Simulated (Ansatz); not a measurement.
Ga₄AsP₃, ordered on the zincblende lattice (P-43m) with 8 atoms a cell, relaxed with r2SCAN. P has 4 Ga at 2.37 Å; Ga has 3 P at 2.37 Å and 1 As at 2.42 Å; As has 4 Ga at 2.42 Å.

Space group P-43m (No. 215). a = 5.504 Å, b = 5.504 Å, c = 5.504 Å, α = 90.00°, β = 90.00°, γ = 90.00°

| atom | site | symmetry | x | y | z |
| --- | --- | --- | --- | --- | --- |
| P | 3d | -42.m | 0.5000 | 0.0000 | 0.0000 |
| Ga | 4e | .3m | 0.2458 | 0.7542 | 0.7542 |
| As | 1b | -43m | 0.5000 | 0.5000 | 0.5000 |

4 runs of the PAW code Ansatz on this cell differ in the functional (and in the settings that go with it). Levels are in eV from each run's valence top; v1 is the last filled band, c1 the first empty one.

Run A, mean stress +0.6 GPa (compression positive):

| point | v5 | v3 | v1 | c1 | c2 | c3 |
| --- | --- | --- | --- | --- | --- | --- |
| Γ | -2.88 | 0.00 | 0.00 | 1.94 | 2.34 | 2.34 |
| X | -3.58 | -1.97 | -1.68 | 2.76 | 2.93 | 4.36 |
| M | -3.54 | -1.40 | -1.16 | 3.78 | 3.78 | 3.97 |

Run B, mean stress +2.6 GPa (compression positive):

| point | v5 | v3 | v1 | c1 | c2 | c3 |
| --- | --- | --- | --- | --- | --- | --- |
| Γ | -2.64 | 0.00 | 0.00 | 1.30 | 1.51 | 1.72 |
| X | -3.33 | -1.82 | -1.56 | 2.02 | 2.22 | 3.50 |
| M | -3.29 | -1.29 | -1.08 | 2.92 | 2.92 | 3.09 |

Run C, mean stress +0.4 GPa (compression positive):

| point | v5 | v3 | v1 | c1 | c2 | c3 |
| --- | --- | --- | --- | --- | --- | --- |
| Γ | -2.93 | 0.00 | 0.00 | 2.59 | 2.99 | 2.99 |
| X | -3.65 | -2.02 | -1.72 | 3.41 | 3.58 | 5.04 |
| M | -3.62 | -1.43 | -1.19 | 4.44 | 4.44 | 4.63 |

Run D, mean stress 0.0 GPa (compression positive):

| point | v5 | v3 | v1 | c1 | c2 | c3 |
| --- | --- | --- | --- | --- | --- | --- |
| Γ | -2.76 | 0.00 | 0.00 | 1.58 | 1.99 | 1.99 |
| X | -3.43 | -1.89 | -1.62 | 2.29 | 2.49 | 3.89 |
| M | -3.39 | -1.34 | -1.13 | 3.27 | 3.27 | 3.45 |

**Question.** Match the runs to PBE, r2SCAN, HSE06, PBE0.

**Answer.** A is HSE06, B is PBE, C is PBE0, D is r2SCAN. In order of the gap: PBE 1.30, r2SCAN 1.58, HSE06 1.94, PBE0 2.59 eV. The stress vanishes for r2SCAN, which relaxed the cell.

Simulation only: spin-unpolarised, and no claim that this is the phase found in nature.

The runs are scalar-relativistic, without spin-orbit coupling.

The program warns that its thresholds are loose for a hybrid's stress.

The meshes of the hybrids are coarse, so their gaps aren't converged to the digits shown.
